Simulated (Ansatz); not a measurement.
This run works on a generated trial structure, not on a known crystal.

Input and command of a plane-wave DFT calculation in Ansatz:

```yaml
crystal:
  lattice:
    - [3.8516102257, 0.0, 0.0]
    - [0.0, 3.8516102257, 0.0]
    - [0.0, 0.0, 7.2519387495]
  atoms:
    - { symbol: Sc, position: [0.0, 0.0, 0.6598968515] }
    - { symbol: Sc, position: [0.5, 0.5, 0.9145913423] }
    - { symbol: Ga, position: [0.5, 0.5, 0.3875384749] }
    - { symbol: Bi, position: [0.0, 0.0, 0.2142626015] }
    - { symbol: O, position: [0.5, 0.0, 0.79102692] }
    - { symbol: O, position: [0.0, 0.5, 0.79102692] }
basis:
  ecutwfc: 420
kpoints:
  mp_grid: { grid: [8, 8, 4] }
hamiltonian:
  xc: pbe
scf:
  occupations: { method: gaussian, width: 0.1 }
output:
  forces: true
  stress: true
  eigenvalues: true
  write_density: true
  write_potential: true
  elf: true
  volumetric_format: npy
relax:
  adjacent_minimum: "off"
  f_tol: 0.01
  max_steps: 30
  cell: { stress_tol: 0.1, fix: [volume] }
```

```bash
ansatz run input.yaml --threads 1 --pin off --max-ram 2560MiB --backend cpu --events-out ev --progress --plain --runs-dir out
```

Processor: Intel(R) Xeon(R) Processor @ 2.50GHz (Skylake/Cascade Lake), 1 thread, on a host shared with other jobs.

Task: How long does it run, and how much memory does it take?

Result: About 3.6 min, peak memory 0.5 GiB. It solves 38 bands at 45 k points (after reduction by symmetry) with about 2113 plane waves, in 33 SCF iterations over 5 ionic steps.
